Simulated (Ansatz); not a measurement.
CaPd (Pm-3m): elasticity against pressure

```
Ca Pd
1.0
     3.46747    0.00000    0.00000
     0.00000    3.46747    0.00000
     0.00000    0.00000    3.46747
Ca Pd
1 1
Cartesian
  0.0000 0.0000 0.0000
  1.7337 1.7337 1.7337
```

This is the zero-pressure cell. At each pressure cell and atoms are relaxed in this structure, and the constants are slopes of the stress at strains of ±0.005 with relaxed ions (the coefficients that govern stability under load). Level: PBEsol, PAW on Ansatz 0.2.0's default frozen-core files (fitted under PBE), scalar-relativistic; k mesh 14×14×14, strains of ±0.005, Fermi-Dirac smearing of 0.050 eV, cutoff 420 eV. P is the pressure of the relaxed cell, less that of this one.

```csv
P (GPa),V/V₀,C11 (GPa),C12 (GPa),C44 (GPa)
0.00,1.0000,95.7,47.4,30.7
1.02,?,?,?,?
2.04,0.9704,105.5,55.9,34.2
4.04,0.9454,114.3,64.2,37.3
7.04,0.9133,126.2,76.6,41.6
10.02,0.8862,136.0,89.3,45.6
15.04,0.8482,145.6,112.9,51.5
```

Problem. Does the bulk modulus from the constants agree with the pressure-volume curve?

Solution. A third-order Birch-Murnaghan fit to the volumes shown (F against f, f = [(V₀/V)^(2/3) − 1]/2) gives B₀ = 63.6 GPa and B′ = 4.4. Its −V dP/dV stands beside (C11 + 2C12)/3:

| P (GPa) | from P(V) | from the constants |
| --- | --- | --- |
| 0.00 | 63.6 | 63.5 |
| 2.04 | 72.4 | 72.4 |
| 4.04 | 80.8 | 80.9 |
| 7.04 | 93.1 | 93.2 |
| 10.02 | 105.0 | 104.9 |
| 15.04 | 124.6 | 123.8 |

Problem. What are the pressure derivatives at zero pressure?

Solution. Slopes at V₀ of quadratic fits in −ln(V/V₀) through the first four rows shown, divided by B₀: dC11/dP = 5.0, dC12/dP = 4.1, dC44/dP = 1.8. The mean slopes up to 4.0 GPa are 4.6, 4.2, 1.6; curvature and scatter of the constants part the two. The combination (dC11/dP + 2 dC12/dP)/3 = 4.4 stands against B′.

Problem. Fill the row at 1.02 GPa.

Solution. Cubic fits in −ln(V/V₀) through all rows shown give C11 = 100.6, C12 = 51.8, C44 = 32.5 GPa. Computed: V/V₀ = 0.9845, C11 (GPa) = 100.8, C12 (GPa) = 51.7, C44 (GPa) = 32.5.

Problem. Does a shear stiffness soften?

Solution. C44 goes from 30.7 to 51.5 GPa; (C11 − C12)/2 goes from 24.2 to 16.4 GPa, through a maximum of 25.0 near 4 GPa. (C11 − C12)/2 softens under pressure, though the lattice stays mechanically stable over this range.

Limits of these numbers: the structure is a database entry and needn't be the stable phase; no other phase was computed; many crystals of this kind change structure within this range, and rows or crossings beyond such a change describe a metastable lattice; frozen-core PAW files fitted under PBE, their cores solved anew for the functional of the run; responses of metals move with mesh and smearing; phonons weren't checked at these pressures.
